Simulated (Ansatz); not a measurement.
## How ZnS (P6_3mc) stiffens under pressure

```
Zn S
1.0
     3.80622    0.00000    0.00000
    -1.90311    3.29628    0.00000
     0.00000    0.00000    6.24656
Zn S
2 2
Direct
  0.33333 0.66667 0.00540
  0.66667 0.33333 0.50540
  0.33333 0.66667 0.37960
  0.66667 0.33333 0.87960
```

This is the zero-pressure cell. At each pressure cell and atoms are relaxed in this structure, and the constants are slopes of the stress at strains of ±0.005 with relaxed ions (the coefficients that govern stability under load). Level: r²SCAN, PAW on Ansatz 0.2.0's default frozen-core files (fitted under PBE), scalar-relativistic; k mesh 6×6×4, strains of ±0.005, fixed occupations, cutoff 500 eV. P is the pressure of the relaxed cell, less that of this one.

```tsv
P (GPa)	V/V₀	C11 (GPa)	C12 (GPa)	C13 (GPa)	C33 (GPa)	C44 (GPa)
0.00	1.0000	127.7	58.9	44.7	151.8	29.6
1.02	0.9874	132.0	63.3	48.9	157.3	29.4
2.01	0.9759	135.9	67.7	52.9	162.5	29.2
4.01	?	?	?	?	?	?
7.00	0.9268	154.5	89.0	73.2	187.0	27.8
9.99	0.9026	164.7	101.5	85.4	200.5	26.6
14.99	0.8682	180.2	122.1	105.6	221.9	24.3
```

Question: Does the bulk modulus from the constants agree with the pressure-volume curve?

Answer: A third-order Birch-Murnaghan fit to the volumes shown (F against f, f = [(V₀/V)^(2/3) − 1]/2) gives B₀ = 78.2 GPa and B′ = 4.3. Its −V dP/dV stands beside the Reuss value 1/ΣS_ij (i, j ≤ 3):

```csv
P (GPa),from P(V),from the constants
0.00,78.2,78.1
1.02,82.6,82.5
2.01,86.7,86.7
7.00,107.2,107.2
9.99,119.1,119.1
14.99,138.4,138.3
```

Question: What are the pressure derivatives at zero pressure?

Answer: Slopes at V₀ of quadratic fits in −ln(V/V₀) through the first four rows shown, divided by B₀: dC11/dP = 4.2, dC12/dP = 4.4, dC13/dP = 4.0, dC33/dP = 5.5, dC44/dP = -0.1. The mean slopes up to 2.0 GPa are 4.1, 4.4, 4.1, 5.4, -0.2; curvature and scatter of the constants part the two.

Question: Fill the row at 4.01 GPa.

Answer: Cubic fits in −ln(V/V₀) through all rows shown give C11 = 143.7, C12 = 76.3, C13 = 61.0, C33 = 172.6, C44 = 28.7 GPa. Computed: V/V₀ = 0.9547, C11 (GPa) = 143.7, C12 (GPa) = 76.3, C13 (GPa) = 61.0, C33 (GPa) = 172.7, C44 (GPa) = 28.7.

Question: Does a shear stiffness soften?

Answer: C44 goes from 29.6 to 24.3 GPa; (C11 − C12)/2 goes from 34.4 to 29.1 GPa. C44 and (C11 − C12)/2 soften under pressure, though the lattice stays mechanically stable over this range.

Caveats: no other phase was computed; many crystals of this kind change structure within this range, and rows or crossings beyond such a change describe a metastable lattice; frozen-core PAW files fitted under PBE, their cores solved anew for the functional of the run; constants at zero field, no piezoelectric stiffening; wurtzite ZnS is metastable at ambient conditions; phonons weren't checked at these pressures.
